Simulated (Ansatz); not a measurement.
The cell of Ge2F3 is invented: random cell by space group and Wyckoff sites (Fmmm, No. 69). Its size is a rough estimate.

```yaml
crystal:
  lattice:
    - [0.00000, 3.61355, 3.66487]
    - [3.24232, 0.00000, 3.66487]
    - [3.24232, 3.61355, 0.00000]
  atoms:
    - { symbol: Ge, position: [0.74468, 0.74468, 0.25532] }
    - { symbol: Ge, position: [0.25532, 0.25532, 0.74468] }
    - { symbol: F, position: [0.28879, 0.71121, 0.71121] }
    - { symbol: F, position: [0.71121, 0.28879, 0.28879] }
    - { symbol: F, position: [0.50000, 0.50000, 0.50000] }
```

Computed with DFT PBE, scalar-relativistic, plane waves, PAW (Ansatz). Cutoff 420 eV, Gaussian smearing, Γ-centred meshes. Cell and atoms relax first on a coarse mesh and then on a finer one. In between, the cell is made exact in the group found at 0.06 Å. In metals the finer mesh still leaves noise of several meV/atom or more. The steps can't lower the symmetry of their start. No spin polarisation.

A guess keeps its type if space group and coordination stay and the shape of the cell changes little (axis ratios within about 15 %, angles within 6°); the volume may change.

**Question.** Will the relaxed cell still be of the starting type?

**Answer.** It doesn't keep its type. The symmetry stays Fmmm (No. 69). The volume per atom grows by 28.6 %, from 17.2 to 22.1 Å³. The shortest distance goes from 1.37 Å (F–F) to 2.09 Å (Ge–F). Counting neighbours within 15 % of an atom's shortest distance, the start has F 1/2, Ge 1 and the end F 2, Ge 3. In detail, at the end Ge is surrounded by 3 F at 2.09–2.13 Å; F on a site of symmetry mm2 has 2 Ge at 2.09 Å; around F on a site of symmetry mmm lie 2 Ge at 2.13 Å.

Space group Fmmm (No. 69). a = 5.571 Å, b = 7.493 Å, c = 10.582 Å, α = 90.00°, β = 90.00°, γ = 90.00°
```
atom  site  symmetry       x       y       z
  Ge    8h       m2m  0.5000  0.2845  0.0000
   F    8i       mm2  0.0000  0.0000  0.1259
   F    4b       mmm  0.5000  0.0000  0.0000
```

Energies over the elements count from the elements' standard structures at the same level (F₂ as a molecule), with no fitted energy shifts.

**Question.** At what energy does it end?

**Answer.** −1.52 eV/atom.

The last run used a 10×10×10 mesh for its 5-atom cell and Gaussian smearing of 0.10 eV. Weakly bound directions are ill-defined at this level, which has no dispersion term. An odd number of electrons in the primitive cell allows no gap without spin; a larger cell or a magnetic state could open one. A structure relaxed within its symmetry needn't be a true minimum. Another cell of Ge2F3 relaxed alike, in P4mm, lies 40 meV/atom lower, so this cell isn't the stable form at this level.

In counts of neighbours, a slash parts the counts of unlike sites.
